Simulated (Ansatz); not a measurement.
A relaxation computed with Ansatz, from input to last step.

```yaml
crystal:
  lattice:
    - [-2.9401404553, 2.9401404553, 1.5993019889]
    - [2.9401404553, -2.9401404553, 1.5993019889]
    - [2.9401404553, 2.9401404553, -1.5993019889]
  atoms:
    - { symbol: Sn, position: [0.75, 0.25, 0.5] }
    - { symbol: Sn, position: [0.0, 0.0, 0.0] }
basis:
  ecutwfc: 500
kpoints:
  mp_grid: { grid: [14, 14, 14] }
hamiltonian:
  xc: r2scan
scf:
  occupations: { method: gaussian, width: 0.1 }
output:
  forces: true
  stress: true
  eigenvalues: true
  write_density: true
  write_potential: true
  elf: true
  volumetric_format: npy
relax:
  adjacent_minimum: "off"
  f_tol: 0.005
  max_steps: 80
  cell: { stress_tol: 0.05 }
```

```bash
ansatz run input.yaml --threads 1 --pin off --max-ram 2560MiB --backend cpu --events-out ev --progress --plain --runs-dir out
```

Method: DFT r2SCAN, scalar-relativistic, plane waves, PAW in Ansatz.

Of 5 frames 4 are shown, positions in Å and forces in eV/Å; the SCF threshold varies from step to step. Steps run on the plane waves of an earlier cell, with a Pulay correction in the pressure. The basis is chosen afresh for the last frame, the zero of the energies, and at times for earlier ones too; energy and pressure step there, also at an unchanged geometry.

```xyz
2
Lattice="-2.9401 2.9401 1.5993 2.9401 -2.9401 1.5993 2.9401 2.9401 -1.5993" Properties=species:S:1:pos:R:3:forces:R:3 pbc="T T T" step=1 free_energy_over_end_meV_per_atom=0.24 pressure_GPa=-0.15
Sn    0.0000    2.9401    0.7997    0.0000    0.0000    0.0000
Sn    0.0000    0.0000    0.0000    0.0000    0.0000    0.0000
2
Lattice="-2.9320 2.9320 1.6018 2.9320 -2.9320 1.6018 2.9320 2.9320 -1.6018" Properties=species:S:1:pos:R:3:forces:R:3 pbc="T T T" step=2 free_energy_over_end_meV_per_atom=0.06 pressure_GPa=0.07
Sn    0.0000    2.9320    0.8009    0.0000    0.0000    0.0000
Sn    0.0000    0.0000    0.0000    0.0000    0.0000    0.0000
2
Lattice="-2.9291 2.9291 1.6063 2.9291 -2.9291 1.6063 2.9291 2.9291 -1.6063" Properties=species:S:1:pos:R:3:forces:R:3 pbc="T T T" step=3 free_energy_over_end_meV_per_atom=0.00 pressure_GPa=0.04
Sn    0.0000    2.9291    0.8032    0.0000    0.0000    0.0000
Sn    0.0000    0.0000    0.0000    0.0000    0.0000    0.0000
2
Lattice="-2.9294 2.9294 1.6072 2.9294 -2.9294 1.6072 2.9294 2.9294 -1.6072" Properties=species:S:1:pos:R:3:forces:R:3 pbc="T T T" step=5 free_energy_over_end_meV_per_atom=0.00 pressure_GPa=0.00
Sn    0.0000    2.9294    0.8036    0.0000    0.0000    0.0000
Sn    0.0000    0.0000    0.0000    0.0000    0.0000    0.0000
```

The run took 110 s on 1 thread of Intel(R) Xeon(R) Platinum 8488C (Sapphire Rapids) (shared host), peak memory 0.8 GiB.